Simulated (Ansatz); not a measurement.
P (fcc (Cu type), space group No. 225) under volume change, DFT-LDA in the program Ansatz with PAW potentials, scaled uniformly.

| V (Å³/atom) | E − E(relaxed) (meV/atom) | P (GPa) |
|---|---|---|
| 12.644 | 42.5 | 12.05 |
| 13.061 | 17.4 | 7.30 |
| 13.478 | 4.0 | 3.17 |
| 13.894 | 0.0 | 0.00 |
| 14.311 | 4.0 | -3.05 |
| 14.728 | 15.6 | -5.77 |
| 15.145 | 33.6 | -7.99 |

Problem. What does a third-order Birch–Murnaghan fit give for V₀, B₀ and B′?

Solution. V₀ = 13.88 Å³/atom, B₀ = 108 GPa, B′ = 3.9.

Space group Fm-3m (fcc (Cu type)). The start of the workflow was typed in or built on a structure type; neither database checked (COD, Materials Project) lists it. It is not the phase usual at ambient conditions (space group No. 64). Symmetry was held in the LDA relaxation. At this level the phase is mechanically unstable.

Potentials: the earlier of the program's two PAW sets. The files were generated under PBE; for other functionals the program regenerates the frozen cores, and for LDA and PBEsol the local potential too.
